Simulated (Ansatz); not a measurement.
Pressure coefficients of TaCuN2

Space group R-3m:H (No. 166). a = 3.136 Å, b = 3.136 Å, c = 17.438 Å, α = 90.00°, β = 90.00°, γ = 120.00°
| atom | site | symmetry | x | y | z |
| --- | --- | --- | --- | --- | --- |
| Ta | 3b | -3m | 0.3333 | 0.6667 | 0.1667 |
| Cu | 3a | -3m | 0.0000 | 0.0000 | 0.0000 |
| N | 6c | 3m | 0.0000 | 0.0000 | 0.1190 |

The runs use the primitive cell with vectors (1.568, 0.905, 5.813), (-1.568, 0.905, 5.813), (0.000, -1.811, 5.813) Å, to which the k mesh refers.

Symmetry: R-3m, No. 166, trigonal system. Conventional cell: a = 3.136 Å, b = 3.136 Å, c = 17.438 Å, α = 90.00°, β = 90.00°, γ = 120.00°. Ta (site symmetry -3m) is surrounded by 6 N at 1.99 Å. Around Cu (site symmetry -3m) lie 2 N at 2.08 Å. N (site symmetry 3m) is surrounded by 3 Ta at 1.99 Å and 1 Cu at 2.08 Å.

The cell comes from COD entry 4030363, which wasn't checked; take it as a given geometry.

Spin–orbit coupling is left out, though it moves levels of the heavy atoms by tenths of an eV or more.

The calculation used DFT, PBEsol, all-electron LAPW, scalar-relativistic (Ansatz 0.2.0).

Sampling and basis: a Γ-centred 12×12×12 k mesh, Fermi–Dirac smearing of 0.05 eV, basis error target 1 meV/atom, no spin polarisation.

The cell is scaled evenly with fractional coordinates held. Semilocal gaps are too small, but their slopes usually carry over better; a slope of a few tenths of an eV per unit of ln V is near zero and can change sign within a few per cent of volume.

```json
{"V/V(cell)": "0.9400", "P (GPa)": "36.12", "gap on the k mesh (eV)": "0.814"}
{"V/V(cell)": "0.9800", "P (GPa)": "22.97", "gap on the k mesh (eV)": "0.837"}
{"V/V(cell)": "1.0000", "P (GPa)": "17.30", "gap on the k mesh (eV)": "0.846"}
{"V/V(cell)": "1.0100", "P (GPa)": "14.66", "gap on the k mesh (eV)": "0.851"}
```

**Question.** From the rows at 0.9800 and 1.0100, what is the bulk modulus at the cell's volume?

**Answer.** B = −ΔP/Δln V = −[(14.66) − (22.97)]/0.03015 = 275.6 GPa. This is the modulus at 17.30 GPa, not at zero pressure.

**Question.** What are the gap's volume deformation potential and pressure coefficient?

**Answer.** dEg/dln V = (0.851 − 0.837)/0.03015 = 0.46 eV, and dEg/dP = −(dEg/dln V)/B = -1.7 meV/GPa: pressure narrows the gap.

**Question.** Predict the row at V/V(cell) = 1.0400. How far is a linear estimate of P off?

**Answer.** P = 7.47 GPa, gap 0.862 eV. The linear estimate P(cell) − B ln(V/V(cell)) = 6.49 GPa misses by 0.98 GPa, since the modulus falls on expansion.
